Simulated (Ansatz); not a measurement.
La2MgNiO6:
```xyz
10
Lattice="2.7305 1.5764 4.3752 -2.7305 1.5764 4.3752 0.0000 -3.1529 4.3752" Properties=species:S:1:pos:R:3 pbc="T T T"
La     0.0000     0.0000     9.8567
La     0.0000     0.0000     3.2689
Mg     0.0000     0.0000     6.5628
Ni     0.0000     0.0000     0.0000
O      1.2899     1.0786     5.4326
O     -1.2899    -1.0786     7.6930
O     -1.5791     0.5778     5.4326
O      1.5791    -0.5778     7.6930
O      0.2892    -1.6564     5.4326
O     -0.2892     1.6564     7.6930
```

Relaxed with HSE06. Special points in fractions of this cell's reciprocal vectors: Γ (0.000, 0.000, 0.000); T (0.500, 0.500, 0.500); H2 (0.747, 0.253, 0.500); H0 (0.500, -0.253, 0.253); L (0.500, 0.000, 0.000); S0 (0.377, -0.377, 0.000); S2 (0.623, 0.000, 0.377); F (0.500, 0.000, 0.500).

Problem. List the band energies nearest the valence-band maximum at these points for HSE06 (plane waves, PAW; program Ansatz).

Solution. In eV from the valence-band maximum; about four levels below and three above (degenerate sets whole), none deeper than 8.9 eV; points with the same levels are listed once.

```csv
k,below,above
Γ,-0.63 -0.63 -0.22 -0.22 0.00,3.79 3.79 5.89 5.89
T,-0.82 -0.82 -0.73 -0.73,3.36 3.36 7.35 7.35
H2,-1.03 -0.98 -0.57 -0.50,3.05 3.55 7.52
L,-0.82 -0.52 -0.46 -0.27,3.43 3.59 7.17
S0,-0.92 -0.81 -0.71 -0.32,2.98 3.65 7.46
F,-0.85 -0.81 -0.68 -0.27,2.77 3.78 7.57
```

Space group R-3. The workflow started from a Materials Project entry (that database holds measured and hypothetical structures alike); the Crystallography Open Database copy checked does not list it. With Mg and Ni taken as one species the cell has the higher symmetry R-3c, so it may be an ordered model of a mixed-site phase. Whether it is the stable phase at ambient conditions was not checked. Symmetry was held in the HSE06 relaxation; whether a distortion lowers the energy is not shown. The run is not spin-polarised. The hybrid was solved on a coarse mesh, the path and, where they were found, the r²SCAN edge points; its band edges are the extreme levels among these. Spin–orbit coupling is left out wherever it is not named.

Potentials: the later of the program's two PAW sets.
